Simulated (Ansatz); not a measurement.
HgO:
```
CELL_PARAMETERS angstrom
      3.52173     0.00000     0.00000
     -1.76086     3.04990     0.00000
      0.00000     0.00000     8.61490
ATOMIC_POSITIONS crystal
  Hg 0.75377 0.75377 0.00000
  Hg 0.24623 0.00000 0.66667
  Hg 0.00000 0.24623 0.33333
  O  0.46540 0.46540 0.50000
  O  0.53460 0.00000 0.16667
  O  0.00000 0.53460 0.83333
```

The program Ansatz at the LDA level (PAW) gives a gap of 1.33 eV without spin–orbit coupling, maximum off the standard path, at k = (0.000, 0.208, -0.391), minimum on the K–Γ line, 87 % of the way from K.

### Question
What happens when spin–orbit coupling is switched on?

### Answer
The gap falls by 0.04 eV, to 1.29 eV; maximum off the standard path, at k = (0.000, 0.203, -0.401), minimum off the standard path, at k = (-0.083, 0.000, -0.016).

Space group P3_221. The first step of the workflow began from a Materials Project structure, measured or hypothetical; the Crystallography Open Database copy checked does not list it. COD files the formula under space group No. 44, 62, so this cell is another polymorph or a model. Its standing as an ambient phase is unchecked. The LDA relaxation kept the symmetry of its start; its stability against distortions is not shown here. A crystal of weakly bound chains computed without a dispersion correction: the cell and the soft elastic constants depend strongly on that.

Potentials: the later of the program's two PAW sets.
